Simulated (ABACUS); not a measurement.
# Small calculations from the output for CdSe (F-43m, 2 atoms in the cell; from Materials Project mp-2691)

```
CdSe
1.0
    0.00000     3.07027     3.07027
    3.07027     0.00000     3.07027
    3.07027     3.07027     0.00000
Cd Se
1 1
Direct
  0.00000   0.00000   0.00000
  0.75000   0.75000   0.75000
```

All values come from this method and carry its errors: PBE, PseudoDojo 0.5 standard norm-conserving PBE (tails mended) pseudopotentials (plane waves; ABACUS 3.10.1).

Main settings: KPT = Gamma 8 8 8 0 0 0; basis_type = pw; ecutwfc = 102 Ry; smearing_method = gaussian; smearing_sigma = 0.00367493 Ry; potentials = PseudoDojo 0.5 standard norm-conserving PBE (tails mended); symmetry = 1; symmetry_prec = 1e-05.

The structure comes from a collection of computed structures, made at another level of theory; the collection holds predicted forms beside known ones.

The cell holds 390.6 bohr³ and the plane-wave cutoff is 102.0 Ry.

### Question
How many plane waves does a k-point need, and how does the count grow with the cutoff?

### Answer
In Rydberg units |k + G|² ≤ E, a sphere of radius √102.0 = 10.100 bohr⁻¹. Each G takes (2π)³/V of reciprocal space, so N = V E^(3/2)/(6π²) = 390.6 × 1030.1/59.218 = 6795. The program's largest count at a k-point is 6855; single k-points scatter about the estimate. The count grows as E^(3/2): 20 % more cutoff means 31 % more plane waves.

The cell was also run at V = 57.305 Å³ (F = -8071.33281 eV, P = 1.80 GPa) and V = 58.463 Å³ (F = -8071.34238 eV, P = 0.79 GPa), scaled uniformly; the base has V = 57.884 Å³, P = 1.28 GPa and F₀ = -8071.33852 eV.

### Question
Check the pressure against the energies, and estimate the bulk modulus and the volume of zero pressure.

### Answer
P = −dF/dV ≈ −(-0.00957 eV)/(1.158 Å³) = 0.00826 eV/Å³; times 160.218 GPa per eV/Å³ this is 1.32 GPa, against 1.28 GPa from the stress tensor. B = −V dP/dV ≈ −57.884 × (-1.01 GPa)/(1.158 Å³) = 50 GPa at this volume. The curvature of the energies, B = V (F₊ + F₋ − 2F₀)/(ΔV/2)², gives 51 GPa. To first order the pressure vanishes at V0 ≈ V(1 + P/B) = 59.35 Å³, so all lengths change by about 0.84 %. Shape and fractional positions were held, which usually makes B too large where they are free.

“Tails mended”: in these copies of the files the far tail of each local potential was reset to the Coulomb form.
